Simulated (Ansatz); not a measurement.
PbAu2, first-principles data

PbAu$_{2}$:
```cif
data_Au16Pb8
_chemical_formula_sum 'Pb8 Au16'
_space_group_name_H-M_alt 'Fd-3m :1'
_space_group_IT_number 227
_space_group_name_Hall 'F 4d 2 3 -1d'
_cell_length_a 7.87811
_cell_length_b 7.87811
_cell_length_c 7.87811
_cell_angle_alpha 90.000
_cell_angle_beta 90.000
_cell_angle_gamma 90.000
loop_
_atom_site_label
_atom_site_type_symbol
_atom_site_symmetry_multiplicity
_atom_site_Wyckoff_symbol
_atom_site_fract_x
_atom_site_fract_y
_atom_site_fract_z
_atom_site_occupancy
Pb1 Pb 8 b 0.50000 0.50000 0.50000 1
Au1 Au 16 c 0.12500 0.12500 0.12500 1
```
(The calculation used a cell of 6 atoms; values per cell refer to that cell.)

Space group Fd-3m (No. 227), cubic Laves (MgCu2 type); conventional cell a = b = c = 7.878 Å, α = β = γ = 90.00°.

Method: DFT-LDA in the program Ansatz with PAW potentials. The cell and atoms are relaxed at this level. Other levels are named where they apply.

### Cell and energy

```json
{
  "volume_per_atom": "20.37 Å³",
  "density": "16.33 g/cm³",
  "Formation energy from the elements (no fitted shifts)": "-46 meV/atom"
}
```

### Electronic structure

```json
{
  "electronic_character": "metallic (no gap)",
  "Density of states at the Fermi level": "0.16 states/eV per atom (mean over ±0.08 eV)"
}
```

### Mechanics

```json
{
  "Bulk modulus (Birch–Murnaghan fit)": "118 GPa",
  "Pressure derivative B′": "5.5",
  "Elastic constants (relaxed ions, GPa)": "C11 = 144, C12 = 105, C44 = 29.8",
  "mechanical_stability": "stable (all eigenvalues of C positive)",
  "hill_bulk_and_shear_moduli": "118 and 25.0 GPa",
  "Young's modulus": "70.2 GPa",
  "Poisson's ratio": "0.40",
  "debye_temperature_from_the_elastic_constants": "153 K"
}
```

### Phonons

```json
{
  "highest_zone_centre_frequency": "194 cm^-1",
  "zone_centre_stability": "unstable, softest mode 30i cm⁻¹"
}
```

The workflow started from a Materials Project entry (that database holds measured and hypothetical structures alike); the Crystallography Open Database files this formula in space group No. 227, but the cells were not matched. Its standing as an ambient phase is unchecked. The cell was relaxed with LDA under the symmetry of its start; phonons show weakly imaginary modes. As this level gives no gap, shear constants depend on the k-mesh and smearing (Fermi–Dirac, 0.1 eV here). As this level gives no gap, phonon frequencies hold no LO–TO term and depend on the k-mesh and smearing (Fermi–Dirac, 0.1 eV here). The references are the lowest solids computed at this level, not always the standard phases. Spin–orbit coupling is left out wherever it is not named.

Potentials: the later of the program's two PAW sets.
